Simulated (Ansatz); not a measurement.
MgO:
```cif
data_MgO
_chemical_formula_sum 'Mg1 O1'
_space_group_name_H-M_alt 'P 1'
_space_group_IT_number 1
_cell_length_a 3.00800
_cell_length_b 3.00800
_cell_length_c 3.00800
_cell_angle_alpha 60.000
_cell_angle_beta 60.000
_cell_angle_gamma 60.000
loop_
_space_group_symop_operation_xyz
  'x, y, z'
loop_
_atom_site_label
_atom_site_type_symbol
_atom_site_fract_x
_atom_site_fract_y
_atom_site_fract_z
_atom_site_occupancy
Mg1 Mg 0.50000 0.50000 0.50000 1
O1 O 0.00000 0.00000 0.00000 1
```

Relaxed with PBE. Independent-particle spectrum: no excitons, no local fields, no scissors shift; 0.1 eV broadening; ε₁ of the summed bands alone.

Tabulate the dielectric function from DFT-PBE in the program Ansatz with PAW potentials.



| E (eV) | ε₁ xx | ε₂ xx |
|---|---|---|
| 0.0 | 3.16 | 0.00 |
| 0.5 | 3.17 | 0.00 |
| 1.0 | 3.19 | 0.00 |
| 1.5 | 3.22 | 0.00 |
| 2.0 | 3.27 | 0.00 |
| 2.5 | 3.33 | 0.00 |
| 3.0 | 3.42 | 0.00 |
| 3.5 | 3.55 | 0.00 |
| 4.0 | 3.75 | 0.00 |
| 4.5 | 4.26 | 0.19 |
| 5.0 | 4.18 | 0.70 |
| 5.5 | 4.09 | 0.91 |
| 6.0 | 4.07 | 1.06 |
| 6.5 | 4.11 | 1.20 |
| 7.0 | 4.20 | 1.36 |
| 7.5 | 4.39 | 1.60 |
| 8.0 | 4.76 | 2.09 |
| 8.5 | 4.03 | 3.69 |
| 9.0 | 3.12 | 3.23 |
| 9.5 | 2.96 | 2.88 |
| 10.0 | 3.22 | 2.70 |
| 10.5 | 4.60 | 3.71 |
| 11.0 | 1.60 | 6.04 |
| 11.5 | 0.50 | 3.60 |
| 12.0 | 0.79 | 3.12 |

From ε at 6.4 eV (xx: 4.09 + 1.17i), find n, k, the normal reflectivity and the absorption coefficient.

n = 2.04, k = 0.286, R = 12 %, α = 2kE/ħc = 190000 cm⁻¹.

With all bands, ε∞ without local fields is 3.30. DFPT, with local fields, gives 3.24.

Space group Fm-3m (rock salt). The PBE relaxation kept the symmetry of its start; phonons on a q-mesh show no instability.

Potentials: the later of the program's two PAW sets.
